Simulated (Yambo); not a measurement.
BSE-type run in Yambo on Rb2NiF6 (space group Fm-3m, No. 225), at zero momentum.

Quantum ESPRESSO step (PBEsol, PseudoDojo standard norm-conserving files, scalar-relativistic):
```
&CONTROL
  calculation = 'nscf'
  pseudo_dir = './pseudo'
  outdir = './out'
/
&SYSTEM
  ibrav = 0
  nat = 9
  ntyp = 3
  ecutwfc = 98.0
  ecutrho = 392.0
  occupations = 'fixed'
  force_symmorphic = .true.
  nbnd = 97
/
&ELECTRONS
  conv_thr = 9.000000000000001e-09
  diago_full_acc = .true.
  diago_thr_init = 1e-08
/
ATOMIC_SPECIES
F 18.9984 F.upf
Ni 58.6934 Ni.upf
Rb 85.4678 Rb.upf
CELL_PARAMETERS angstrom
  0.000000000000   4.179575000000   4.179575000000
  4.179575000000   0.000000000000   4.179575000000
  4.179575000000   4.179575000000   0.000000000000
ATOMIC_POSITIONS crystal
F   0.786350000000   0.213650000000   0.786350000000
F   0.213650000000   0.786350000000   0.213650000000
F   0.786350000000   0.213650000000   0.213650000000
F   0.213650000000   0.786350000000   0.786350000000
F   0.786350000000   0.786350000000   0.213650000000
F   0.213650000000   0.213650000000   0.786350000000
Ni   0.000000000000   0.000000000000   0.000000000000
Rb   0.750000000000   0.750000000000   0.750000000000
Rb   0.250000000000   0.250000000000   0.250000000000
K_POINTS automatic
4 4 4 0 0 0
```

Yambo input:
```
rim_cut
optics
bse
bss
dipoles
RandQpts= 1000000
RandGvec= 1 Ry
FFTGvecs= 40 Ry
BSKmod= "HF"
BSEmod= "resonant"
BSSmod= "hs"
BSENGexx= 15 Ry
BSENGBlk= 3 Ry
% KfnQP_E
 13.984 | 1.0 | 1.0 |
%
% BSEQptR
 1 | 1 |
%
% BSEBands
 13 | 42 |
%
% BEnRange
 0.0 | 24.4 | eV
%
% BDmRange
 0.15 | 0.15 | eV
%
BEnSteps= 488
% BLongDir
 1.0 | 0.0 | 0.0 |
%
BSHayTrs= -0.02
BSSNEig= 24
WRbsWF
```

From the report:

The dimension is k points × valence × conduction bands = 64 × 27 × 3 = 5184.
```
  [SLEPC] Approach                          : Krylov-Schur
  [SLEPC] Number of requested eigenvalues   :  24
  [SLEPC] Number of eigenvalues        [NEV]:  24
   [K] Dimension                                    :   5184
   [K] Bands                                        :   13   42
   [K] Exchange res                                 : yes
   [K] Correlation res                              : yes
   [K] W interaction is bare                        : yes
   [K] RL vectors exchange                          :   965
   [K] RL vectors correlation                       :   89
   [W] Matrix size                                  :   89
```
Lowest eigenvalues (eV; in brackets the number of states within 2 meV): 2.34 (1), 2.34 (2), 3.34 (3), 8.69 (2), 8.69 (1), 9.17 (1). They depend on the mesh, which isn't converged, and on the G0W0 scissor.

Geometry of the Materials Project entry, not relaxed at this level.

The runs are not spin-polarised; magnetic order was not tried.
